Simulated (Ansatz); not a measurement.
# Kick test of a cell of In₂S

The structure comes from a generated guess, relaxed at this level; another structure or a mixture of phases may lie lower.

All numbers below come from DFT PBE, scalar-relativistic, plane waves, PAW (Ansatz 0.2.0). Cutoff 420 eV; k points 12×12×8 on the computed 3-atom cell (Γ-centred); Gaussian smearing, width 0.10 eV; no spin polarisation.

The cell below (3 atoms, space group P-4m2 (No. 115)) is relaxed within its symmetry.

```yaml
crystal:
  lattice:
    - [3.94543, 0.00000, 0.00000]
    - [0.00000, 3.94543, 0.00000]
    - [0.00000, 0.00000, 5.44247]
  atoms:
    - { symbol: In, position: [0.50000, 0.00000, 0.66187] }
    - { symbol: In, position: [0.00000, 0.50000, 0.33813] }
    - { symbol: S, position: [0.00000, 0.00000, 0.00000] }
```

For the test a repeat of it with 6 atoms (edges 3.95, 5.44, 7.89 Å) was strained at random (σ = 1.5 % a component), the atoms were moved at random (σ = 0.10 Å), and all was relaxed again on a coarse 6×4×4 mesh (in the run’s order of axes) with 0.20 eV smearing, with no symmetry imposed.

Question: What happens?

Answer: It returns, within 1 meV/atom of the unmoved cell on that mesh and with the same symmetry when read at 0.1 Å (P1 at 0.01 Å, so small strains and shifts remain). No instability shows in this cell; modes of other wave vectors, which need another repeat, aren't tested.
